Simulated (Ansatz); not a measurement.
## Structures of BiMo2: which is lowest?

Plane-wave DFT in Ansatz with scalar-relativistic PAW potentials, cutoff 420 eV, Γ-centred meshes chosen by cell and gap, Gaussian smearing with energies taken to zero width. Every cell was relaxed (cell and atoms) in a run of its own, within the symmetry of its start. Functional: PBE.

Relaxed structures (starts from databases or built by putting these elements on another compound's sites):
A. P6_3/mmc, 6 atoms in the computed cell, a = 3.249 Å, c = 13.702 Å; sites (symmetry × multiplicity) Bi -6m2 × 2, Mo 3m. × 4; start: built
B. I4/mmm, 3 atoms in the computed cell, a = 3.225 Å, c = 11.589 Å; sites (symmetry × multiplicity) Bi 4/mmm × 2, Mo 4mm × 4; start: built
C. Fd-3m, 6 atoms in the computed cell, a = 7.756 Å; sites (symmetry × multiplicity) Bi -43m × 8, Mo .-3m × 16; start: built

Q: Rank them by energy. Could pressure change the order?

A:
```tsv
structure	group	E − E(lowest) (meV/atom)	V (Å³/atom)	gap on mesh (eV)
A	P6_3/mmc	0.0	20.88	0.00
B	I4/mmm	12.6	20.09	0.00
C	Fd-3m	68	19.44	0.00
```

A is lowest, 13 meV/atom under B. B is denser by 0.79 Å³/atom, so pressure favours it: ΔE/ΔV, with ΔE in eV and 1 eV/Å³ = 160.2 GPa, gives about 2.6 GPa for equal enthalpy if both cells were rigid, a rough figure since the two compress differently. Other structures may lie lower than all of these, and vibrations aren't counted.

Spin-orbit coupling is left out, which matters for the bands of heavy elements. For Tl, Pb and Bi spin-orbit coupling shifts energies too.